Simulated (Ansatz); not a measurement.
Data:

PbAu₂:
```yaml
crystal:
  lattice:
    - [0.00000, 3.97722, 3.97722]
    - [3.97722, 0.00000, 3.97722]
    - [3.97722, 3.97722, 0.00000]
  atoms:
    - { symbol: Pb, position: [0.25000, 0.25000, 0.25000] }
    - { symbol: Pb, position: [0.00000, 0.00000, 0.00000] }
    - { symbol: Au, position: [0.62500, 0.62500, 0.12500] }
    - { symbol: Au, position: [0.62500, 0.12500, 0.62500] }
    - { symbol: Au, position: [0.62500, 0.62500, 0.62500] }
    - { symbol: Au, position: [0.12500, 0.62500, 0.62500] }
```

This is the PBEsol-relaxed structure.

**Question.** All from DFT-PBEsol in the program Ansatz with PAW potentials, unless another level is named. Predict the Hill bulk and shear moduli.

**Answer.** 106 and 24.1 GPa.

**Question.** Predict the highest zone-centre frequency.

**Answer.** 185 cm⁻¹.

**Question.** What about the elastic constants (relaxed ions, GPa)?

**Answer.** C11 = 131, C12 = 93.0, C44 = 28.1.

Space group Fd-3m (cubic Laves (MgCu2 type)). The first step of the workflow began from a Materials Project structure, measured or hypothetical; the Crystallography Open Database files this formula in space group No. 227, but the cells were not matched. Its standing as an ambient phase is unchecked. Symmetry was held in the PBEsol relaxation; phonons show weakly imaginary modes. As this level gives no gap, shear constants depend on the k-mesh and smearing (Fermi–Dirac, 0.1 eV here). As this level gives no gap, phonon frequencies hold no LO–TO term and depend on the k-mesh and smearing (Fermi–Dirac, 0.1 eV here). Scalar-relativistic: spin–orbit coupling is off unless named, which matters more the heavier the elements.

Potentials: the later of the program's two PAW sets.
